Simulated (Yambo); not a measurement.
Quantum ESPRESSO input (PBEsol, PseudoDojo standard norm-conserving files, scalar-relativistic) whose wavefunctions are converted with p2y:

```
&CONTROL
  calculation = 'nscf'
  pseudo_dir = './pseudo'
  outdir = './out'
/
&SYSTEM
  ibrav = 0
  nat = 2
  ntyp = 2
  ecutwfc = 76.0
  ecutrho = 304.0
  occupations = 'fixed'
  force_symmorphic = .true.
  nbnd = 87
/
&ELECTRONS
  conv_thr = 2e-09
  diago_full_acc = .true.
  diago_thr_init = 1e-08
/
ATOMIC_SPECIES
B 10.8100 B.upf
P 30.9738 P.upf
CELL_PARAMETERS angstrom
  0.000000000000   2.260361281000   2.260361281000
  2.260361281000   0.000000000000   2.260361281000
  2.260361281000   2.260361281000   0.000000000000
ATOMIC_POSITIONS crystal
B   0.000000000000   0.000000000000   0.000000000000
P   0.750000000000   0.750000000000   0.750000000000
K_POINTS automatic
4 4 4 0 0 0
```

Yambo's initialisation report on symmetry, reciprocal space, the k grid and the gaps on this mesh:

```
  [02.02] Symmetries
  ==================

  Inversion symmetry    : yes
  Spatial inversion     : no
  Inversion index       :  25
  K-space Time-reversal : yes
  Magnetic symmetries   : no
  Time-reversal derived K-space symmetries:   25   48
  Group table correct   : yes
  Symmetries units      :  [cc]

  [02.03] Reciprocal space
  ========================

  nG shells         :  189
  nG charge         :  13851
  nG WFs            :  2201
  nC WFs            :  1807
  G-vecs. in first 18 shells:  [ Number ]
     1    9   15   27   51   59   65   89  113
    137   169   181   229   259   283   307   331   339
  ...
  Shell energy in first 18 shells:  [ mHa ]
    0.00000      811.405      1081.87      2163.75      2975.15      3245.62      4327.49      5138.90      5409.37
    6491.24      7302.64      8654.98      9466.39      9736.86      10818.7      11630.1      11900.6      12982.5
  ...

  [02.04] K-grid lattice
  ======================

  Compatible Grid is   : 3D
  Base K vectors       :  K_min[ 1 ]  K_min[ 2 ]  K_min[ 3 ]
  K_min[ 1 ] :  0.000000  0.000000  0.250000 [rlu]
  K_min[ 2 ] :  0.000000  0.250000  0.000000 [rlu]
  K_min[ 3 ] : -0.250000  0.000000  0.000000 [rlu]
  Grid dimensions      :   4   4   4
  K lattice UC volume  :  0.024866 [a.u.]

  IBZ K-points                                      :   8
  BZ  K-points                                      :   64

  K/Q-points units:
  rlu = crystal or reduced units; cc = cartesian coordinates; iku = interal k-units

  K [1]          [rlu]:  0.000000  0.000000  0.000000
         WF components:  1807
  K [2]          [rlu]:  0.000000  0.000000  0.250000
         WF components:  1757
  K [3]          [rlu]:  0.000000  0.000000 -0.500000
         WF components:  1718
  K [4]          [rlu]:  0.000000  0.250000  0.250000
         WF components:  1748
  K [5]          [rlu]:  0.000000  0.250000 -0.500000
         WF components:  1741
  K [6]          [rlu]:  0.000000  0.250000 -0.250000
         WF components:  1742
  K [7]          [rlu]:  0.000000 -0.500000 -0.500000
         WF components:  1724
  K [8]          [rlu]:  0.250000 -0.500000 -0.250000
         WF components:  1744

  [02.05] Energies & Occupations
  ==============================

  [X] === General ===
  [X] Electronic Temperature                        :  0.000000  0.000000 [eV K]
  [X] Bosonic    Temperature                        :  0.000000  0.000000 [eV K]
  [X] Finite Temperature mode                       : no
  [X] El. density                                   :  0.34636E+24 [cm-3]
  [X] Fermi Level                                   :  9.361671 [eV]

  [X] === Gaps and Widths ===
  [X] Conduction Band Min                           :  1.212635 [eV]
  [X] Valence Band Max                              :  0.000000 [eV]
  [X] Filled Bands                                  :   4
  [X] Empty Bands                                   :    5   87
  [X] Direct Gap                                    :  3.377276 [eV]
  [X] Direct Gap localized at k                     :  1
  [X] Indirect Gap                                  :  1.212635 [eV]
  [X] Indirect Gap between kpts                     :   1   7
  [X] Last valence band width                       :  5.599993 [eV]
  [X] 1st conduction band width                     :  4.021011 [eV]
```
The gaps are PBEsol values on this mesh alone; only operations without fractional translations are kept.

Geometry relaxed with PBEsol.
